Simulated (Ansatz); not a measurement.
## Field gradients of TiO2 from run to run

Cell of run 1: a COD entry.

```
Ti O
1.0
     5.14500    0.00000    0.00000
     0.00000    9.18400    0.00000
     0.00000    0.00000    5.44700
Ti O
8 16
Direct
  0.13710 0.12900 0.90280
  0.63710 0.37100 0.09720
  0.86290 0.62900 0.59720
  0.36290 0.87100 0.40280
  0.86290 0.87100 0.09720
  0.36290 0.62900 0.90280
  0.13710 0.37100 0.40280
  0.63710 0.12900 0.59720
  0.81760 0.01010 0.85140
  0.31760 0.48990 0.14860
  0.18240 0.51010 0.64860
  0.68240 0.98990 0.35140
  0.18240 0.98990 0.14860
  0.68240 0.51010 0.85140
  0.81760 0.48990 0.35140
  0.31760 0.01010 0.64860
  0.46290 0.23040 0.88700
  0.96290 0.26960 0.11300
  0.53710 0.73040 0.61300
  0.03710 0.76960 0.38700
  0.53710 0.76960 0.11300
  0.03710 0.73040 0.88700
  0.46290 0.26960 0.38700
  0.96290 0.23040 0.61300
```

Atoms are numbered from 1 in the order listed; like atoms form one site, named after its first atom.

Relaxed positions (PBE, cell held):

```
CELL_PARAMETERS angstrom
5.14500 0.00000 0.00000
0.00000 9.18400 0.00000
0.00000 0.00000 5.44700
ATOMIC_POSITIONS crystal
Ti 0.13891 0.12898 0.90513
Ti 0.63891 0.37102 0.09487
Ti 0.86109 0.62898 0.59487
Ti 0.36109 0.87102 0.40513
Ti 0.86109 0.87102 0.09487
Ti 0.36109 0.62898 0.90513
Ti 0.13891 0.37102 0.40513
Ti 0.63891 0.12898 0.59487
O 0.81563 0.00957 0.85065
O 0.31563 0.49043 0.14935
O 0.18437 0.50957 0.64935
O 0.68437 0.99043 0.35065
O 0.18437 0.99043 0.14935
O 0.68437 0.50957 0.85065
O 0.81563 0.49043 0.35065
O 0.31563 0.00957 0.64935
O 0.46411 0.23015 0.89092
O 0.96411 0.26985 0.10908
O 0.53589 0.73015 0.60908
O 0.03589 0.76985 0.39092
O 0.53589 0.76985 0.10908
O 0.03589 0.73015 0.89092
O 0.46411 0.26985 0.39092
O 0.96411 0.23015 0.60908
```

All runs are DFT with Ansatz 0.2.0 (plane waves and PAW, scalar-relativistic unless spin–orbit coupling is named, Γ-centred meshes, Fermi–Dirac smearing where given) in this cell.

Run 1: PBE, gradients read without the response of the cores, atoms as given; 420 eV, 5×3×4 k-points, smearing 0.02 eV.
Run 2: PBE, gradients read without the response of the cores, atoms relaxed; 420 eV, 5×3×4 k-points, smearing 0.02 eV.
Run 3: r2SCAN, gradients read without the response of the cores, at the relaxed atoms; 500 eV, 5×3×4 k-points, smearing 0.02 eV.

(1) What does each run give, and what moves the gradients most?

Answers

(1) 

```tsv
run	Ti V_zz (η)	O9 V_zz (η)	O17 V_zz (η)
1	-2.21 (0.64)	2.07 (0.70)	-2.41 (0.94)
2	2.00 (0.87)	2.08 (0.87)	-2.48 (0.85)
3	1.96 (0.87)	2.23 (0.97)	-2.65 (0.77)
```

V_zz in 10²¹ V/m². Against run 1, the gradient tensors on these sites move by at most 0.80 in run 2 (Ti), 0.81 in run 3 (Ti). Taken one at a time, the positions of the atoms (as given or relaxed) move the tensors on these sites by up to 0.80 (largest principal value of the change, on Ti), the functional (r2SCAN with its higher cutoff) by 0.26 (O9). On some sites the largest principal value moves to another axis from run to run, and the sign of V_zz can flip with it.
